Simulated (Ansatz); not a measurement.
A relaxation computed with Ansatz, from input to last step.

```yaml
crystal:
  lattice:
    - [8.207145861, 0.0, 0.0]
    - [-4.1035729305, 7.1075968082, 0.0]
    - [0.0, 0.0, 10.1182869933]
  atoms:
    - { symbol: Cs, position: [0.6666666667, 0.3333333333, 0.6607392249] }
    - { symbol: Cs, position: [0.3333333333, 0.6666666667, 0.3392607751] }
    - { symbol: Cs, position: [0.0, 0.0, 0.0] }
    - { symbol: Bi, position: [0.6666666667, 0.3333333333, 0.1853899073] }
    - { symbol: Bi, position: [0.3333333333, 0.6666666667, 0.8146100927] }
    - { symbol: Br, position: [0.5, 0.5, 0.0] }
    - { symbol: Br, position: [0.5, 0.0, 0.0] }
    - { symbol: Br, position: [0.0, 0.5, 0.0] }
    - { symbol: Br, position: [0.3402546415, 0.1701273208, 0.3334309444] }
    - { symbol: Br, position: [0.8298726792, 0.1701273208, 0.3334309444] }
    - { symbol: Br, position: [0.8298726792, 0.6597453585, 0.3334309444] }
    - { symbol: Br, position: [0.1701273208, 0.3402546415, 0.6665690556] }
    - { symbol: Br, position: [0.1701273208, 0.8298726792, 0.6665690556] }
    - { symbol: Br, position: [0.6597453585, 0.8298726792, 0.6665690556] }
basis:
  ecutwfc: 420
kpoints:
  mp_grid: { grid: [3, 3, 4] }
hamiltonian:
  xc: lda
scf:
  occupations: { method: gaussian, width: 0.02 }
output:
  forces: true
  stress: true
  eigenvalues: true
relax:
  adjacent_minimum: "off"
  f_tol: 0.005
  max_steps: 50
  cell: { stress_tol: 0.05 }
```

```bash
ansatz run input.yaml --threads 4 --pin off --max-ram 10240MiB --backend cpu --events-out ev --progress --plain --runs-dir out
```

Theory: DFT LDA, scalar-relativistic, plane waves, PAW in Ansatz 0.2.0.

Of 9 frames 9 are shown, positions in Å and forces in eV/Å; the SCF threshold varies from step to step. Steps run on the plane waves of an earlier cell, with a Pulay correction in the pressure. The basis is chosen afresh for the last frame, the zero of the energies, and at times for earlier ones too; energy and pressure step there, also at an unchanged geometry.

```xyz
14
Lattice="8.2071 0.0000 0.0000 -4.1036 7.1076 0.0000 0.0000 0.0000 10.1183" Properties=species:S:1:pos:R:3:forces:R:3 pbc="T T T" step=1 free_energy_over_end_meV_per_atom=53.21 pressure_GPa=-2.30
Cs    4.1036    2.3692    6.6855    0.0000    0.0000   -0.0196
Cs    0.0000    4.7384    3.4327    0.0000    0.0000    0.0196
Cs    0.0000    0.0000    0.0000    0.0000    0.0000    0.0000
Bi    4.1036    2.3692    1.8758    0.0000    0.0000    0.0878
Bi    0.0000    4.7384    8.2425    0.0000    0.0000   -0.0878
Br    2.0518    3.5538    0.0000    0.0000    0.0000    0.0000
Br    4.1036    0.0000    0.0000    0.0000    0.0000    0.0000
Br   -2.0518    3.5538    0.0000    0.0000    0.0000    0.0000
Br    2.0944    1.2092    3.3737    0.2047    0.1182   -0.1350
Br    6.1128    1.2092    3.3737   -0.2047    0.1182   -0.1350
Br    4.1036    4.6892    3.3737    0.0000   -0.2364   -0.1350
Br    0.0000    2.4184    6.7445    0.0000    0.2364    0.1350
Br   -2.0092    5.8984    6.7445    0.2047   -0.1182    0.1350
Br    2.0092    5.8984    6.7445   -0.2047   -0.1182    0.1350
14
Lattice="7.9870 0.0000 0.0000 -3.9935 6.9169 0.0000 0.0000 0.0000 9.8478" Properties=species:S:1:pos:R:3:forces:R:3 pbc="T T T" step=2 free_energy_over_end_meV_per_atom=17.87 pressure_GPa=-1.19
Cs    3.9935    2.3056    6.5102    0.0000    0.0000   -0.0168
Cs    0.0000    4.6113    3.3376    0.0000    0.0000    0.0168
Cs    0.0000    0.0000    0.0000    0.0000    0.0000    0.0000
Bi    3.9935    2.3056    1.8478    0.0000    0.0000   -0.0798
Bi    0.0000    4.6113    8.0000    0.0000    0.0000    0.0798
Br    1.9968    3.4585    0.0000    0.0000    0.0000    0.0000
Br    3.9935    0.0000    0.0000    0.0000    0.0000    0.0000
Br   -1.9968    3.4585    0.0000    0.0000    0.0000    0.0000
Br    2.0132    1.1623    3.3173   -0.0444   -0.0256    0.0392
Br    5.9738    1.1623    3.3173    0.0444   -0.0256    0.0392
Br    3.9935    4.5923    3.3173    0.0000    0.0512    0.0392
Br    0.0000    2.3246    6.5304    0.0000   -0.0512   -0.0392
Br   -1.9803    5.7546    6.5304   -0.0444    0.0256   -0.0392
Br    1.9803    5.7546    6.5304    0.0444    0.0256   -0.0392
14
Lattice="7.6078 0.0000 0.0000 -3.8039 6.5885 0.0000 0.0000 0.0000 9.4124" Properties=species:S:1:pos:R:3:forces:R:3 pbc="T T T" step=3 free_energy_over_end_meV_per_atom=3.56 pressure_GPa=0.69
Cs    3.8039    2.1962    6.2121    0.0000    0.0000    0.0460
Cs    0.0000    4.3923    3.2003    0.0000    0.0000   -0.0460
Cs    0.0000    0.0000    0.0000    0.0000    0.0000    0.0000
Bi    3.8039    2.1962    1.8695    0.0000    0.0000    0.1252
Bi    0.0000    4.3923    7.5429    0.0000    0.0000   -0.1252
Br    1.9019    3.2943    0.0000    0.0000    0.0000    0.0000
Br    3.8039    0.0000    0.0000    0.0000    0.0000    0.0000
Br   -1.9019    3.2943    0.0000    0.0000    0.0000    0.0000
Br    1.8037    1.0414    3.2966    0.0706    0.0407   -0.1299
Br    5.8041    1.0414    3.2966   -0.0706    0.0407   -0.1299
Br    3.8039    4.5058    3.2966    0.0000   -0.0815   -0.1299
Br    0.0000    2.0827    6.1157    0.0000    0.0815    0.1299
Br   -2.0002    5.5472    6.1157    0.0706   -0.0407    0.1299
Br    2.0002    5.5472    6.1157   -0.0706   -0.0407    0.1299
14
Lattice="7.7381 0.0000 0.0000 -3.8691 6.7014 0.0000 0.0000 0.0000 9.6158" Properties=species:S:1:pos:R:3:forces:R:3 pbc="T T T" step=4 free_energy_over_end_meV_per_atom=0.06 pressure_GPa=-0.19
Cs    3.8691    2.2338    6.3712    0.0000    0.0000   -0.0119
Cs    0.0000    4.4676    3.2446    0.0000    0.0000    0.0119
Cs    0.0000    0.0000    0.0000    0.0000    0.0000    0.0000
Bi    3.8691    2.2338    1.8583    0.0000    0.0000    0.0119
Bi    0.0000    4.4676    7.7575    0.0000    0.0000   -0.0119
Br    1.9345    3.3507    0.0000    0.0000    0.0000    0.0000
Br    3.8691    0.0000    0.0000    0.0000    0.0000    0.0000
Br   -1.9345    3.3507    0.0000    0.0000    0.0000    0.0000
Br    1.8668    1.0778    3.2784   -0.0173   -0.0100    0.0456
Br    5.8713    1.0778    3.2784    0.0173   -0.0100    0.0456
Br    3.8691    4.5457    3.2784    0.0000    0.0200    0.0456
Br    0.0000    2.1556    6.3374    0.0000   -0.0200   -0.0456
Br   -2.0022    5.6236    6.3374   -0.0173    0.0100   -0.0456
Br    2.0022    5.6236    6.3374    0.0173    0.0100   -0.0456
14
Lattice="7.7022 0.0000 0.0000 -3.8511 6.6703 0.0000 0.0000 0.0000 9.5807" Properties=species:S:1:pos:R:3:forces:R:3 pbc="T T T" step=5 free_energy_over_end_meV_per_atom=-0.74 pressure_GPa=-0.04
Cs    3.8511    2.2234    6.3427    0.0000    0.0000   -0.0013
Cs    0.0000    4.4469    3.2380    0.0000    0.0000    0.0013
Cs    0.0000    0.0000    0.0000    0.0000    0.0000    0.0000
Bi    3.8511    2.2234    1.8695    0.0000    0.0000    0.0072
Bi    0.0000    4.4469    7.7111    0.0000    0.0000   -0.0072
Br    1.9255    3.3351    0.0000    0.0000    0.0000    0.0000
Br    3.8511    0.0000    0.0000    0.0000    0.0000    0.0000
Br   -1.9255    3.3351    0.0000    0.0000    0.0000    0.0000
Br    1.8509    1.0686    3.2925   -0.0018   -0.0010    0.0096
Br    5.8513    1.0686    3.2925    0.0018   -0.0010    0.0096
Br    3.8511    4.5331    3.2925    0.0000    0.0021    0.0096
Br    0.0000    2.1372    6.2881    0.0000   -0.0021   -0.0096
Br   -2.0002    5.6017    6.2881   -0.0018    0.0010   -0.0096
Br    2.0002    5.6017    6.2881    0.0018    0.0010   -0.0096
14
Lattice="7.6860 0.0000 0.0000 -3.8430 6.6563 0.0000 0.0000 0.0000 9.5897" Properties=species:S:1:pos:R:3:forces:R:3 pbc="T T T" step=6 free_energy_over_end_meV_per_atom=-0.77 pressure_GPa=0.03
Cs    3.8430    2.2188    6.3507    0.0000    0.0000    0.0009
Cs    0.0000    4.4375    3.2391    0.0000    0.0000   -0.0009
Cs    0.0000    0.0000    0.0000    0.0000    0.0000    0.0000
Bi    3.8430    2.2188    1.8786    0.0000    0.0000   -0.0344
Bi    0.0000    4.4375    7.7112    0.0000    0.0000    0.0344
Br    1.9215    3.3282    0.0000    0.0000    0.0000    0.0000
Br    3.8430    0.0000    0.0000    0.0000    0.0000    0.0000
Br   -1.9215    3.3282    0.0000    0.0000    0.0000    0.0000
Br    1.8474    1.0666    3.3037   -0.0163   -0.0094    0.0091
Br    5.8387    1.0666    3.3037    0.0163   -0.0094    0.0091
Br    3.8430    4.5231    3.3037    0.0000    0.0188    0.0091
Br    0.0000    2.1332    6.2860    0.0000   -0.0188   -0.0091
Br   -1.9956    5.5897    6.2860   -0.0163    0.0094   -0.0091
Br    1.9956    5.5897    6.2860    0.0163    0.0094   -0.0091
14
Lattice="7.6879 0.0000 0.0000 -3.8439 6.6579 0.0000 0.0000 0.0000 9.5871" Properties=species:S:1:pos:R:3:forces:R:3 pbc="T T T" step=7 free_energy_over_end_meV_per_atom=-0.78 pressure_GPa=-0.01
Cs    3.8439    2.2193    6.3516    0.0000    0.0000   -0.0062
Cs    0.0000    4.4386    3.2354    0.0000    0.0000    0.0062
Cs    0.0000    0.0000    0.0000    0.0000    0.0000    0.0000
Bi    3.8439    2.2193    1.8739    0.0000    0.0000    0.0294
Bi    0.0000    4.4386    7.7131    0.0000    0.0000   -0.0294
Br    1.9220    3.3289    0.0000    0.0000    0.0000    0.0000
Br    3.8439    0.0000    0.0000    0.0000    0.0000    0.0000
Br   -1.9220    3.3289    0.0000    0.0000    0.0000    0.0000
Br    1.8470    1.0663    3.3034    0.0028    0.0016   -0.0077
Br    5.8409    1.0663    3.3034   -0.0028    0.0016   -0.0077
Br    3.8439    4.5252    3.3034    0.0000   -0.0032   -0.0077
Br    0.0000    2.1327    6.2836    0.0000    0.0032    0.0077
Br   -1.9970    5.5915    6.2836    0.0028   -0.0016    0.0077
Br    1.9970    5.5915    6.2836   -0.0028   -0.0016    0.0077
14
Lattice="7.6890 0.0000 0.0000 -3.8445 6.6589 0.0000 0.0000 0.0000 9.5838" Properties=species:S:1:pos:R:3:forces:R:3 pbc="T T T" step=8 free_energy_over_end_meV_per_atom=-0.79 pressure_GPa=0.00
Cs    3.8445    2.2196    6.3466    0.0000    0.0000   -0.0010
Cs    0.0000    4.4393    3.2372    0.0000    0.0000    0.0010
Cs    0.0000    0.0000    0.0000    0.0000    0.0000    0.0000
Bi    3.8445    2.2196    1.8757    0.0000    0.0000   -0.0011
Bi    0.0000    4.4393    7.7082    0.0000    0.0000    0.0011
Br    1.9223    3.3294    0.0000    0.0000    0.0000    0.0000
Br    3.8445    0.0000    0.0000    0.0000    0.0000    0.0000
Br   -1.9223    3.3294    0.0000    0.0000    0.0000    0.0000
Br    1.8459    1.0657    3.3005    0.0008    0.0005   -0.0001
Br    5.8432    1.0657    3.3005   -0.0008    0.0005   -0.0001
Br    3.8445    4.5275    3.3005    0.0000   -0.0009   -0.0001
Br    0.0000    2.1314    6.2834    0.0000    0.0009    0.0001
Br   -1.9986    5.5932    6.2834    0.0008   -0.0005    0.0001
Br    1.9986    5.5932    6.2834   -0.0008   -0.0005    0.0001
14
Lattice="7.6890 0.0000 0.0000 -3.8445 6.6589 0.0000 0.0000 0.0000 9.5838" Properties=species:S:1:pos:R:3:forces:R:3 pbc="T T T" step=9 free_energy_over_end_meV_per_atom=0.00 pressure_GPa=-0.01
Cs    3.8445    2.2196    6.3466    0.0000    0.0000   -0.0010
Cs    0.0000    4.4393    3.2372    0.0000    0.0000    0.0010
Cs    0.0000    0.0000    0.0000    0.0000    0.0000    0.0000
Bi    3.8445    2.2196    1.8757    0.0000    0.0000   -0.0021
Bi    0.0000    4.4393    7.7082    0.0000    0.0000    0.0021
Br    1.9223    3.3294    0.0000    0.0000    0.0000    0.0000
Br    3.8445    0.0000    0.0000    0.0000    0.0000    0.0000
Br   -1.9223    3.3294    0.0000    0.0000    0.0000    0.0000
Br    1.8459    1.0657    3.3005    0.0004    0.0002    0.0002
Br    5.8432    1.0657    3.3005   -0.0004    0.0002    0.0002
Br    3.8445    4.5275    3.3005    0.0000   -0.0005    0.0002
Br    0.0000    2.1314    6.2834    0.0000    0.0005   -0.0002
Br   -1.9986    5.5932    6.2834    0.0004   -0.0002   -0.0002
Br    1.9986    5.5932    6.2834   -0.0004   -0.0002   -0.0002
```

The run took 72 s on 4 threads of Arm Neoverse V1, on a shared host, peak memory 1.4 GiB.

Spin–orbit coupling is left out, which can shift energies with elements as heavy as these.